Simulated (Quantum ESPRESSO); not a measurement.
## Zn4S3Cl (a curve over strain)

A calculation, not a measurement. The program is pw.x of Quantum ESPRESSO 7.5 (plane-wave density functional theory). The cell is made up: 8 atoms on a rocksalt lattice, with randomly drawn elements, strain and displacements, not relaxed. PseudoDojo standard norm-conserving files (v0.5 for PBE, v0.4.1 for LDA and PBEsol) set the functional; there is no spin polarisation, spin-orbit coupling or dispersion term, and the masses in the input are unused placeholders. A spin-polarised start on this cell or one of its family kept no moment.

Seven runs add a strain to one cell (shear xy, as the tensor component); the atoms follow the cell and are not relaxed. Stress in the table is positive in tension.

Input of the run at -0.0002:

```
&control calculation='scf', pseudo_dir='./dojo.nc.sr.pbe.v0_5.standard.upf', outdir='./o', disk_io='medium', tprnfor=.true., tstress=.true. /
&system ibrav=0, nat=8, ntyp=3, nbnd=63, ecutwfc=84.00895049, nosym=.true., tot_charge=0,
 occupations='smearing', smearing='fd', degauss=0.0073498644
/
&electrons conv_thr=7.350e-09, electron_maxstep=60, /
ATOMIC_SPECIES
Cl 1.0 Cl.upf
S 1.0 S.upf
Zn 1.0 Zn.upf
CELL_PARAMETERS angstrom
5.282 -0.045 -0.0187
-0.0449 5.212 -0.0575
-0.0187 -0.0575 5.1132
ATOMIC_POSITIONS angstrom
Zn 0.0078 0.0335 -0.0033
Zn -0.1403 2.6048 2.5894
Zn 2.5563 0.0019 2.5775
Zn 2.5763 2.4376 -0.0446
S 2.6497 -0.0385 -0.0364
S 2.5567 2.612 2.5687
S 5.3591 -0.0478 2.4446
Cl 5.3083 2.523 -0.0794
K_POINTS automatic
6 6 6 1 1 1
```

| added strain | free energy less that of the input shown (eV) | stress xx (GPa) | stress yy (GPa) | stress zz (GPa) | stress xy (GPa) | pressure (GPa) | iterations |
| --- | --- | --- | --- | --- | --- | --- | --- |
| -0.0170 | 0.0333 | 0.92 | 0.58 | -0.10 | -1.71 | -0.47 | 10 |
| -0.0105 | 0.0164 | 0.97 | 0.62 | -0.17 | -1.26 | -0.47 | 10 |
| -0.0032 | 0.0035 | 0.99 | 0.64 | -0.22 | -0.77 | -0.47 | 10 |
| -0.0002 | 0.0000 | 1.00 | 0.64 | -0.24 | -0.57 | -0.47 | 10 |
| +0.0046 | -0.0034 | 1.00 | 0.64 | -0.25 | -0.24 | -0.46 | 10 |
| +0.0129 | -0.0030 | 0.98 | 0.63 | -0.26 | 0.32 | -0.45 | 10 |
| +0.0190 | 0.0026 | 0.96 | 0.60 | -0.25 | 0.73 | -0.44 | 10 |

A cubic fit gives a slope of stress xy against the added strain of 68 GPa at zero added strain, with the atoms clamped. Across the table the free energy follows the integral of the stress to within 0.1 meV. A rerun of one of the cells at 1437 eV and a 8 x 8 x 8 mesh moved values by no more than 0.018 eV in energy, 0.15 GPa in stress and 0.010 eV/Å in force.